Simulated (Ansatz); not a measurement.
The relaxed structure here is a generated cell of In: the first start was made by placing the elements on the sites of a structure type, and the end was not matched to a known phase here, so it may be hypothetical. Known forms of In include space group No. 139.

One stationary structure of In. Space group Pm-3m (No. 221), simple cubic type. The numbers are results of r2SCAN (plane waves to 500 eV, PAW, scalar-relativistic; Ansatz, an electronic-structure program), not measurements.

```cif
data_In
_chemical_formula_sum 'In1'
_space_group_name_H-M_alt 'P 1'
_space_group_IT_number 1
_cell_length_a 3.04462
_cell_length_b 3.04462
_cell_length_c 3.04462
_cell_angle_alpha 90.000
_cell_angle_beta 90.000
_cell_angle_gamma 90.000
loop_
_space_group_symop_operation_xyz
  'x, y, z'
loop_
_atom_site_label
_atom_site_type_symbol
_atom_site_fract_x
_atom_site_fract_y
_atom_site_fract_z
_atom_site_occupancy
In1 In 0.00000 0.00000 0.00000 1
```

| Property | Value |
|---|---|
| Volume per atom | 28.22 Å³ |
| Density | 6.76 g/cm³ |
| Band gap | no gap (metallic) |
| Shortest distances | In–In 3.04 Å |
| k-mesh | 15×15×15 |

No spin polarisation in the result.

The run could not lose the symmetry of its start: the end is stationary, and may be a saddle point rather than a minimum.
